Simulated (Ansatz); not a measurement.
A plane-wave DFT run in Ansatz 0.2.0 (scalar-relativistic PAW potentials unless the input names others): input and command.

```yaml
crystal:
  lattice:
    - [0.0, 2.194506364, 2.13823697]
    - [2.194506364, 0.0, 2.13823697]
    - [2.194506364, 2.194506364, 0.0]
  atoms:
    - { symbol: Hf, position: [0.0, 0.0, 0.0] }
    - { symbol: "N", position: [0.5, 0.5, 0.5] }
basis:
  ecutwfc: 420
  ecutrho_ratio: 8
kpoints:
  mp_grid: { grid: [22, 22, 22] }
hamiltonian:
  xc: pbesol
scf:
  occupations: { method: gaussian, width: 0.15 }
output:
  forces: true
  eigenvalues: true
  stress: true
```

```bash
ansatz run input.yaml --threads 2 --pin off --max-ram 5120MiB --backend cpu --events-out ev --progress --plain --runs-dir out
```

Abridged log:
```
Basis set: ecut = 420 eV, 403 PW (Γ), exchange–correlation on 60×60×60 points (8 copies of the dense FFT grid, shifted against one another)
Bands: 20, of which v1, the nominal top of the filled ones, is band 16 counted from 1 (15 counted from 0)
Symmetry: 16 space group operations
k-points: 834 of 10648
SCF iter   1: F=—  HF=-15980.009038 eV  |F-HF|=—  |Δ(HF+E_count)|=         —  Δρ=1.27e-2  dr2=3.11e-2  ethr=1.77e-3  ⟨swp⟩=4.9  Hψ=71603  notcnv=0
SCF iter   2: F=—  HF=-15980.001446 eV  |F-HF|=—  |Δ(HF+E_count)|=   7.59e-3  Δρ=3.44e-3  dr2=2.13e-3  ethr=1.00e-4  ⟨swp⟩=1.3  Hψ=23715  notcnv=0
SCF iter   3: F=—  HF=-15980.001133 eV  |F-HF|=—  |Δ(HF+E_count)|=   3.13e-4  Δρ=1.13e-3  dr2=1.39e-4  ethr=6.88e-6  ⟨swp⟩=2.0  Hψ=21699  notcnv=0
SCF iter   4: F=—  HF=-15980.001128 eV  |F-HF|=—  |Δ(HF+E_count)|=   5.42e-6  Δρ=1.87e-4  dr2=6.36e-6  ethr=4.48e-7  ⟨swp⟩=2.2  Hψ=29416  notcnv=0
SCF iter   5: F=—  HF=-15980.001127 eV  |F-HF|=—  |Δ(HF+E_count)|=   9.29e-7  Δρ=9.57e-5  dr2=1.22e-6  ethr=2.05e-8  ⟨swp⟩=2.0  Hψ=29425  notcnv=0
SCF iter   6: F=—  HF=-15980.001125 eV  |F-HF|=—  |Δ(HF+E_count)|=   1.50e-6  Δρ=3.73e-5  dr2=1.89e-7  ethr=3.93e-9  ⟨swp⟩=3.0  Hψ=33440  notcnv=0
SCF iter   7: F=-15980.001125 eV  HF=-15980.001125 eV  |F-HF|=2.19e-8  |Δ(HF+E_count)|=   2.68e-8  Δρ=1.20e-5  dr2=1.57e-8  ethr=3.23e-10  ⟨swp⟩=5.5  Hψ=65886  notcnv=0
SCF 1 converged in 7 iterations: F = -15980.001125 eV  dr2 = 1.57e-8
SCF converged after 7 iterations
Free energy (F): -15980.001125 eV
Harris-Foulkes:  -15980.001125 eV  (|F-HF|=2.19e-8)
Internal energy: -15979.995068 eV  (E = F + TS)
E sigma→0 (E₀):  -15979.998097 eV
Entropy (-TS):   -0.006058 eV (-3.029 meV/atom)
Fermi energy:    26.588423 eV
--- Forces (eV/Å), atoms counted from 1 ---
  atom   1  Hf     0.00000000     0.00000000     0.00000000
  atom   2  N      0.00000000     0.00000000     0.00000000
--- Stress (GPa, compression-positive) ---
       29.171664       0.000000       0.000000
        0.000000      29.171664       0.000000
        0.000000       0.000000      51.278627
  P = ⅓ Tr σ = 36.5407 GPa (365.407 kbar)
```

Apart from outputs and empty bands, the input differs from a reference run on usual settings in basis.ecutrho_ratio: not typed → 8. The reference, at the same geometry (not necessarily relaxed), gave pressure 36.54 GPa, largest force 0.000 eV/Å, no gap on the mesh. This run converged in 7 SCF iterations (reference: 7) with an energy at zero smearing within 0.01 meV/atom of the reference's, pressure 36.54 GPa, largest force 0.000 eV/Å, no gap on the mesh.

It took 22 s on 2 threads of AMD EPYC (Zen 3), on a shared host, peak memory 0.6 GiB.